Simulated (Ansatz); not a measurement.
An Ansatz (a quantum-chemistry and plane-wave program) run. Input:

Ansatz 0.2 input:
```yaml
crystal:
  lattice:
    - [0.0, 3.0666476497, 3.0666476497]
    - [3.0666476497, 0.0, 3.0666476497]
    - [3.0666476497, 3.0666476497, 0.0]
  atoms:
    - { symbol: Se, position: [0.75, 0.75, 0.75] }
    - { symbol: Cd, position: [0.0, 0.0, 0.0] }
kpoints:
  mp_grid: { grid: [8, 8, 8] }
hamiltonian:
  xc: r2scan
  pseudopotentials: { kind: paw }
scf:
  occupations: { method: fixed }
checkpoint: { read: static.run }
output: { write_density: true, elf: true, volumetric_format: npy }
basis: { fft_grid_basis: typed }
```

Output (shortened):

```
Pseudopotentials: kind: paw
Pseudopotential: Se, paw, valence charge 16
Pseudopotential: Cd, paw, valence charge 20
Functional definition: r2SCAN
Crystal: 2 atoms, lattice volume = 57.680 Å³
Basis set: ecut = 500 eV, 1459 PW (Γ), exchange–correlation on 128×128×128 points (64 copies of the dense FFT grid, shifted against one another)
Bands: 22, of which v1, the nominal top of the filled ones, is band 18 counted from 1 (17 counted from 0)
Symmetry: 24 space group operations
Space group: F-43m (ITA 216), of the structure as read, at distance tolerance 3.9e-5 Å
k-points: 29 of 512 (time reversal used)
PAW frozen core: Se, regenerated for the run's functional
PAW frozen core: Cd, regenerated for the run's functional
Initial density: read from a saved state, or passed on in memory by an earlier SCF of this step, an earlier step, the calling program or the single point that …
Stability of the state it starts from, as read at its close in the unpolarized treatment …
Initial wavefunctions: pseudopotential atomic-orbital guess
Eigensolver: davidson
Functional: x = r2scan, c = r2scan; τ floored in thin density (d = 2e-4 eV/Å³)
iter 1 solved again at ethr=6.31e-8 eV; its pass at ethr=3.10e-3 eV (dr2=2.27e-5 eV) is discarded
SCF iter   1: F=—  HF=-13747.836050 eV  |F-HF|=—  |Δ(HF+E_count)|=         —  Δρ=1.94e-7  dr2=8.82e-12  dr2_τ=2.25e-12  ethr=6.31e-8  ⟨swp⟩=3.0  Hψ=4018  notcnv=0  defer=54
all-band conjugate gradients solve this SCF's bands
preconditioner: auto → none
SCF iter   2: F=-13747.836050 eV  HF=-13747.836050 eV  |F-HF|=3.64e-12  |Δ(HF+E_count)|=   3.85e-9  Δρ=1.57e-7  dr2=1.38e-11  dr2_τ=1.51e-12  ethr=1.00e-12  ⟨swp⟩=6.7  Hψ=2513  notcnv=0
SCF 1 converged in 2 iterations: F = -13747.836050 eV  dr2 = 1.38e-11
SCF converged after 2 iterations
Free energy (F): -13747.836050 eV
Harris-Foulkes:  -13747.836050 eV  (|F-HF|=3.64e-12)
Internal energy: -13747.836050 eV  (E = F + TS)
E sigma→0 (E₀):  -13747.836050 eV
Fermi energy:    6.821967 eV
--- Per-component energies (eV) ---
  E_band       = -938.627349
  E_kinetic    = 624.121278
  E_local      = -6437.328791  (includes V_loc(G=0)·N_el)
  E_nonlocal   = -560.669195
  E_hartree    = 3059.491077
  E_xc         = -266.546645
  E_vxc        = -351.535994  (∫ρ·V_xc dr)
  E_paw        = -6031.409699  (= ΣΔE_a)
  E_vpaw       = -354.720894  (= ΣTr[D̂ρ^β])
  E_aug_tail   = -0.000202  (compensation charges beyond the density's cutoff)
  E_vtau       = 22.524271  (kinetic-family band-sum trace: ∫τ·v_τ [+ j·A + Jᵃ·Aᵃ] dr)
  E_ewald      = -4133.164334
  E_core_change = -2.329541  (= ΣΔE_core)
  E_smearing   =  0.000000  (= −TS)
  E_closure    = 0.000000  (closes the sum)
  Σ components = -13747.836050   (vs F -13747.836050, Δ=0.00e0)
  [band-id]    e_kinetic+e_local+e_nonlocal+2·e_hartree+e_vxc+e_vpaw+e_augmentation_tail+e_vtau = -938.627372   (vs E_band -938.627349, Δ=-2.23e-5)
--- Band table (eV; the first three rows and the last of 29) ---
  k-point 0: bands = ["-97.5404", "-57.7004", "-57.7004", "-57.7004", "-40.4780", "-40.4780", "-40.4780", "-40.4737", "-40.4737", "-6.0403", "-1.2972", "-1.2972", "-1.2972", "-0.9302", "-0.9302", "6.8220", "6.8220", "6.8220", "7.8615", "13.3104", "13.3104", "13.3104"]
  k-point 1: bands = ["-97.5404", "-57.7004", "-57.7004", "-57.7004", "-40.4781", "-40.4780", "-40.4780", "-40.4737", "-40.4737", "-5.9884", "-1.2806", "-1.2806", "-1.2466", "-0.9309", "-0.9309", "5.7193", "6.7028", "6.7028", "8.7769", "13.0449", "13.5106", "13.5106"]
  k-point 2: bands = ["-97.5404", "-57.7005", "-57.7004", "-57.7004", "-40.4781", "-40.4780", "-40.4780", "-40.4737", "-40.4737", "-5.8619", "-1.2439", "-1.2439", "-1.0799", "-0.9278", "-0.9278", "4.2604", "6.4377", "6.4377", "9.5311", "13.1921", "13.8102", "13.8102"]
  k-point 28: bands = ["-97.5404", "-57.7006", "-57.7005", "-57.7005", "-40.4781", "-40.4781", "-40.4780", "-40.4737", "-40.4737", "-5.5689", "-1.1116", "-1.1083", "-0.9626", "-0.9247", "-0.4591", "2.9760", "4.6426", "4.6986", "12.2456", "12.3362", "13.8412", "14.8491"]
  band table: 22 of 22 bands, residual norms ≤ 1.0e-3 eV
```

Cost: around 7 core-seconds (rough) on shared cores.

The r²SCAN relaxation kept the symmetry of its start. Spin–orbit coupling is left out wherever it is not named.

Potentials: the later of the program's two PAW sets.

Ansatz is a plane-wave DFT program.
